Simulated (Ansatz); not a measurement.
AlPd:
```
CELL_PARAMETERS angstrom
      1.41348    -5.04346     0.00000
      1.41348     5.04346     0.00000
      0.00000     0.00000     4.25743
ATOMIC_POSITIONS crystal
  Al 0.65205 0.34795 0.25000
  Pd 0.90892 0.09108 0.25000
  Al 0.34795 0.65205 0.75000
  Pd 0.09108 0.90892 0.75000
```

Relaxed with PBE. Special points in fractions of this cell's reciprocal vectors: Γ (0.000, 0.000, 0.000); Y (-0.500, 0.500, 0.000); C0 (-0.270, 0.730, 0.000); Σ0 (0.270, 0.270, 0.000); Z (0.000, 0.000, 0.500); A0 (0.270, 0.270, 0.500); E0 (-0.270, 0.730, 0.500); T (-0.500, 0.500, 0.500); S (0.000, 0.500, 0.000); R (0.000, 0.500, 0.500).

**Question.** List the band energies nearest the Fermi level at these points for PBE (plane waves, PAW; program Ansatz).

**Answer.** In eV from the Fermi level; about four levels below and three above (degenerate sets whole), none deeper than 8.9 eV; points with the same levels are listed once.

| k | below | above |
|---|---|---|
| Γ | -2.31 -1.83 -1.75 -0.93 | 2.05 4.09 5.07 |
| Y | -2.89 -2.63 -2.27 -2.16 | 0.34 1.66 2.00 |
| C0 | -2.75 -2.57 -2.44 -0.76 | 0.14 2.39 3.38 |
| Z | -2.09 -2.09 -1.40 -1.40 | 2.08 2.08 9.01 9.01 |
| A0 | -1.38 -1.38 -0.19 -0.19 | 0.91 0.91 5.37 5.37 |
| T | -2.18 -2.18 -2.01 -2.01 | 6.45 6.45 7.42 7.42 |
| S | -2.85 -2.54 -1.72 -0.44 | 0.53 0.86 3.47 |
| R | -2.68 -2.68 -1.13 -1.13 | 0.18 0.18 0.78 0.78 |

Space group Cmcm. The start of the workflow was typed in or built on a structure type; neither database checked (COD, Materials Project) lists it. Whether it is the stable phase at ambient conditions was not checked. Symmetry was held in the PBE relaxation; its stability against distortions is not shown here. No spin polarisation was allowed. Spin–orbit coupling is left out wherever it is not named.

Potentials: the later of the program's two PAW sets.
